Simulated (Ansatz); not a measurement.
ScIr (Pm-3m), phonons: input and output

Method: PBEsol, all-electron LAPW in Ansatz 0.2.0, scalar-relativistic.

Cell and atoms were relaxed beforehand by PAW with this functional.

Command line:

```sh
ansatz run input.yaml --threads 1 --pin off --max-ram 3072MiB --backend cpu --events-out ev --progress --plain --runs-dir out
```

Input file:

```yaml
crystal:
  lattice:
    - [3.18930639231, 0.0, 0.0]
    - [0.0, 3.18930639231, 0.0]
    - [0.0, 0.0, 3.18930639231]
  atoms:
    - { symbol: Sc, position: [0.5, 0.5, 0.5] }
    - { symbol: Ir, position: [0.0, 0.0, 0.0] }
kpoints:
  mp_grid: { grid: [10, 10, 10] }
scf:
  occupations: { method: fermi_dirac, width: 0.1 }
hamiltonian:
  xc: pbesol
  pseudopotentials: { kind: all_electron, lapw: { basis_error: 0.001 } }
phonons:
  qmesh: [2, 2, 2]
  qpath:
    path:
      - [0.0, 0.0, 0.0]
      - [0.0, 0.5, 0.0]
      - [0.5, 0.5, 0.0]
      - [0.0, 0.0, 0.0]
      - [0.5, 0.5, 0.5]
      - [0.0, 0.5, 0.0]
      - [0.5, 0.5, 0.5]
      - [0.5, 0.5, 0.0]
    npoints: 6
  temperatures: { t_min: 0, t_max: 1000, t_step: 100 }
```

Output (shortened where marked):

```
Warning: RAYON_NUM_THREADS=1 ignored (pool sized by the plan → 1); use --threads N
LAPW: plane waves up to 8.380 Å⁻¹, error target 1.0e-3 eV per atom; small_component_spin mean_spin; Sc in spheres of 1.290 Å, 17 of its electrons in bands, Dirac shells []; Ir in spheres of 1.389 Å, 41 of its electrons in bands, ...
Engine: ansatz 0.2.0, x86_64-unknown-linux-gnu
Pseudopotentials: kind: all_electron
Pseudopotential: Sc, LAPW, valence charge 17, lapw/all_electron/scalar/gaussian/Sc, Koelling and Harmon's equation, gaussian nucleus
Pseudopotential: Ir, LAPW, valence charge 41, lapw/all_electron/scalar/gaussian/Ir, Koelling and Harmon's equation, gaussian nucleus
Functional definition: PBEsol
  exchange = pbesol_x
  correlation = pbesol_c
Crystal: 4 atoms, lattice volume = 64.881 Å³
Basis set: ecut = 267.5577836050505 eV, 657 PW (Γ), FFT grids on a1, a2, a2+a3, exchange–correlation at level 2
Bands: 70, of which v1, the nominal top of the filled ones, is band 58 counted from 1 (57 counted from 0)
Symmetry: 32 space group operations
k-points: 72 of 500
Non-local potential: Sc, projectors of the file, none
Non-local potential: Ir, projectors of the file, none
Initial density: superposition of atomic densities (chi_scale 0.1, normalization cell, long waves kept (reshape's long-wave potential 0.00 eV rms))
Initial wavefunctions: plane waves of lowest kinetic energy (no species holds an atomic orbital)
Functional: x = pbesol(κ = 0.804, μ = 0.12345679012345678), c = pbesol(β = 0.046)
iter 1 solved again at ethr=5.00e-4 eV; its pass at ethr=1.00e-1 eV (dr2=5.80e-1 eV) is discarded
SCF iter   1: F=—  HF=-1011326.121996 eV  |F-HF|=—  |Δ(HF+E_count)|=         —  Δρ=2.54e-2  dr2=5.80e-1  ethr=5.00e-4  ⟨swp⟩=2.4  Hψ=30800  notcnv=0
preconditioner: auto → Kerker (q_TF=auto, 3.006 Å⁻¹)  [metal: Δε(μ)=0.185 eV  Ē_g=14.759 eV  σ=0.100 eV  W_gap=0.40  n_scr=30 (ndim 8)  ℏωp=27.7 eV  f_vac=0.000  D(μ)=1.68/eV (n_scr^D=10)]
SCF iter   2: F=—  HF=-1011325.743946 eV  |F-HF|=—  |Δ(HF+E_count)|=   3.78e-1  Δρ=1.37e-2  dr2=1.75e-1  ethr=5.00e-4  ⟨swp⟩=2.0  Hψ=15817  notcnv=0
SCF iter   3: F=—  HF=-1011325.714501 eV  |F-HF|=—  |Δ(HF+E_count)|=   2.94e-2  Δρ=8.02e-3  dr2=6.69e-2  ethr=1.51e-4  ⟨swp⟩=2.0  Hψ=15026  notcnv=0
SCF iter   4: F=—  HF=-1011325.712516 eV  |F-HF|=—  |Δ(HF+E_count)|=         —  Δρ=4.05e-3  dr2=2.30e-2  ethr=5.76e-5  ⟨swp⟩=2.0  Hψ=14726  notcnv=0
the basis was enlarged: its passes take 844.4 KiB over the memory plan, 1 of 1 planned eigensolver slots
SCF iter   5: F=—  HF=-1011325.710997 eV  |F-HF|=—  |Δ(HF+E_count)|=   1.52e-3  Δρ=2.62e-3  dr2=5.14e-3  ethr=1.99e-5  ⟨swp⟩=2.0  Hψ=14862  notcnv=0
iter 6 solved again at ethr=2.61e-7 eV; its pass at ethr=4.43e-6 eV (dr2=3.02e-4 eV) is discarded
SCF iter   6: F=—  HF=-1011325.707329 eV  |F-HF|=—  |Δ(HF+E_count)|=   3.67e-3  Δρ=8.35e-4  dr2=3.02e-4  ethr=2.61e-7  ⟨swp⟩=2.0  Hψ=25431  notcnv=0
SCF iter   7: F=—  HF=-1011325.706713 eV  |F-HF|=—  |Δ(HF+E_count)|=   6.16e-4  Δρ=3.73e-4  dr2=9.81e-5  ethr=2.60e-7  ⟨swp⟩=2.0  Hψ=15090  notcnv=0
SCF iter   8: F=—  HF=-1011325.706707 eV  |F-HF|=—  |Δ(HF+E_count)|=   6.24e-6  Δρ=1.10e-4  dr2=5.90e-6  ethr=8.45e-8  ⟨swp⟩=2.0  Hψ=15090  notcnv=0
[... 123 lines left out ...]
iter 4 solved again at ethr=7.05e-10 eV; its pass at ethr=1.65e-8 eV (dr2=8.18e-7 eV) is discarded
SCF iter   4: F=—  HF=-1011325.706209 eV  |F-HF|=—  |Δ(HF+E_count)|=   3.96e-6  Δρ=2.70e-5  dr2=8.17e-7  ethr=7.05e-10  ⟨swp⟩=2.0  Hψ=20486  notcnv=0
SCF iter   5: F=—  HF=-1011325.706209 eV  |F-HF|=—  |Δ(HF+E_count)|=   3.26e-7  Δρ=2.66e-5  dr2=8.06e-7  ethr=7.05e-10  ⟨swp⟩=2.0  Hψ=12133  notcnv=0
SCF iter   6: F=—  HF=-1011325.706209 eV  |F-HF|=—  |Δ(HF+E_count)|=   3.55e-7  Δρ=1.02e-5  dr2=1.15e-7  ethr=6.95e-10  ⟨swp⟩=2.0  Hψ=12133  notcnv=0
SCF iter   7: F=—  HF=-1011325.706209 eV  |F-HF|=—  |Δ(HF+E_count)|=   1.23e-8  Δρ=5.34e-6  dr2=3.48e-8  ethr=9.95e-11  ⟨swp⟩=2.0  Hψ=12133  notcnv=0
SCF iter   8: F=—  HF=-1011325.706209 eV  |F-HF|=—  |Δ(HF+E_count)|=   8.03e-9  Δρ=1.61e-6  dr2=2.87e-9  ethr=3.00e-11  ⟨swp⟩=2.0  Hψ=12133  notcnv=0
SCF iter   9: F=-1011325.706209 eV  HF=-1011325.706209 eV  |F-HF|=1.86e-9  |Δ(HF+E_count)|=  9.31e-10  Δρ=6.63e-7  dr2=2.93e-10  ethr=1.70e-11 (applied; sched 2.47e-12)  ⟨swp⟩=2.0  Hψ=12133  notcnv=0
SCF 9 converged in 9 iterations: F = -1011325.706209 eV  dr2 = 2.93e-10
SCF converged after 12 iterations
Free energy (F): -1011325.706707 eV
Harris-Foulkes:  -1011325.706707 eV  (|F-HF|=3.49e-10)
Internal energy: -1011325.651354 eV  (E = F + TS)
E sigma→0 (E₀):  -1011325.679030 eV
Entropy (-TS):   -0.055353 eV (-13.838 meV/atom)
Fermi energy:    21.216813 eV
--- Per-component energies (eV) ---
  E_band       = -10951.221791
  E_kinetic    = 1139144.426581
  E_xc         = -20756.356144
  E_electrostatic = -2129713.721791  (all electrons and nuclei)
  E_smearing   = -0.055353  (= −TS)
  E_closure    = -0.000000  (closes the sum)
  Σ components = -1011325.706707   (vs F -1011325.706707, Δ=0.00e0)
  Basis errors (estimates in eV, not in F): energy 2.1e-4 per atom: plane waves 1.8e-4 (9.4e-5 summed), levels above the bands 1.8e-33, relativity 3.6e-8, radial functions 3.7e-5, core shells 2.6e-7; eigenvalues (radial functions ...
--- Forces (eV/Å), atoms counted from 1 ---
  atom   1  Sc     0.00000000    -0.00000000     0.00000000
  atom   2  Ir     0.00000000     0.00000000     0.00000000
  atom   3  Sc     0.00000000    -0.00000000    -0.00000000
  atom   4  Ir    -0.00000000     0.00000000    -0.00000000
  max |Σ_I F_I| component: 2.76e-30 eV/Å
--- Phonons: 6 displaced members + 3 references (amplitude of the first 0.01 Å, Σ member SCF iterations 57) ---
  ASR residual: 6.475e-4 → 0.000e0 eV/Å²; symmetrization residual: 5.671e-4 eV/Å²
  largest component of a force at the reference: 2.0e-30 eV/Å
  ASR residual per site (eV/Å²): 4.34e-4 6.48e-4
  Γ frequencies (cm⁻¹): 0.00 0.00 0.00 213.88 213.88 213.88
--- Phonons (by wavevector): 4 wavevectors in 3 supercells ---
  supercell 1 (2 cells, vectors [1, 0, 0], [0, 1, -1], [0, 0, 2] in multiples of the cell's): 2 displaced members by 0.01 Å; free energy -1011325.706707 eV; taken off its force constants: by the sum rule 6.5e-4, by the ...
  symmetry images taken by strict's conditions (phonons.symmetry_images: auto; settled by no image being taken that strict refuses)
  supercell 2 (2 cells, vectors [1, 0, 0], [0, 1, 0], [0, 0, 2] in multiples of the cell's): 2 displaced members by 0.01 Å; free energy -1011325.706707 eV; taken off its force constants: by the sum rule 3.6e-4, by the ...
  symmetry images taken by strict's conditions (phonons.symmetry_images: auto; settled by no image being taken that strict refuses)
  supercell 3 (2 cells, vectors [0, 1, -1], [-1, 1, 0], [0, 0, 2] in multiples of the cell's): 2 displaced members by 0.01 Å; free energy -1011325.706707 eV; taken off its force constants: by the sum rule 7.2e-4, by the ...
  symmetry images taken by strict's conditions (phonons.symmetry_images: auto; settled by no image being taken that strict refuses)
  q = [0.0000, 0.0000, 0.0000] (star 1, supercell 1; hermiticity 0.00e0, symmetrization 2.88e-5): -0.00 -0.00 0.00 213.88 213.88 213.88
  q = [0.0000, 0.0000, -0.5000] (star 3, supercell 2; hermiticity 1.25e-16, symmetrization 1.66e-16): 115.16 115.16 132.57 185.89 185.89 338.71
  q = [0.0000, -0.5000, -0.5000] (star 3, supercell 1; hermiticity 8.86e-17, symmetrization 7.40e-16): 108.94 108.94 120.31 195.50 287.80 287.80
  q = [-0.5000, -0.5000, -0.5000] (star 1, supercell 3; hermiticity 9.43e-17, symmetrization 1.07e-15): 132.99 132.99 132.99 288.97 288.97 288.97
  joined force constants: q→R imaginary residual 1.60e-17
  density of states and harmonic sums: on the 20×20×20 q-mesh, interpolated from the force constants of a 2×2×2 supercell (no non-analytic term)
  largest difference from the sums on the solved wave vectors: F 7.30e-2 eV, S 1.05e-4 and C_V 3.23e-5 eV/K
```

The calculation finished and met its thresholds.

**Zone-centre phonons**

Harmonic phonons of a crystal by Kohn-Sham DFT at the given cell, standard atomic masses, acoustic sum rule imposed; negative wavenumbers are unstable modes; optical zone-centre levels upwards with Mulliken labels, activity, and the element with most of the kinetic energy.

```json
{
  "Point group": "m-3m"
}
```

```csv
number,phonon wavenumber (cm⁻¹),label,infrared,raman,lead element
1,213.9,T1u,yes,no,Sc
```

**Harmonic thermodynamics**

Sums over wave vectors interpolated from the q mesh.

```json
{
 "Zero point energy": "33.64 meV/atom"
}
```

```tsv
temperature (K)	phonon heat capacity (k_B/atom)	phonon entropy (k_B/atom)	phonon free energy (meV/atom)
100	1.787	1.189	30.11
200	2.57	2.729	12.85
300	2.793	3.821	-15.62
400	2.88	4.638	-52.22
500	2.922	5.285	-95.07
600	2.945	5.82	-143
700	2.96	6.276	-195.2
800	2.969	6.671	-251
900	2.975	7.022	-310
1000	2.98	7.335	-371.9
```

Phonons on the q mesh:

One row a degenerate set, branches counted upwards.

- Unstable phonons: no

```tsv
point	q a (r.l.u.)	q b (r.l.u.)	q c (r.l.u.)	branch	phonon wavenumber (cm⁻¹)	degeneracy
Gamma	0	0	0	4	213.9	3
X	0.5	0	0	1	115.2	2
X	0.5	0	0	3	132.6	1
X	0.5	0	0	4	185.9	2
X	0.5	0	0	6	338.7	1
M	0.5	0.5	0	1	108.9	2
M	0.5	0.5	0	3	120.3	1
M	0.5	0.5	0	4	195.5	1
M	0.5	0.5	0	5	287.8	2
R	0.5	0.5	0.5	1	133	3
R	0.5	0.5	0.5	4	289	3
```

Keep in mind: responses of metals move with mesh and smearing; no spin-orbit coupling on heavy atoms; activity by symmetry alone, a metal screens infrared modes; coarse q mesh.

Time and hardware: 9 min on 1 thread of AMD EPYC 9R45 96-Core Processor (Zen 5), on a shared host, peak memory 1.4 GiB.
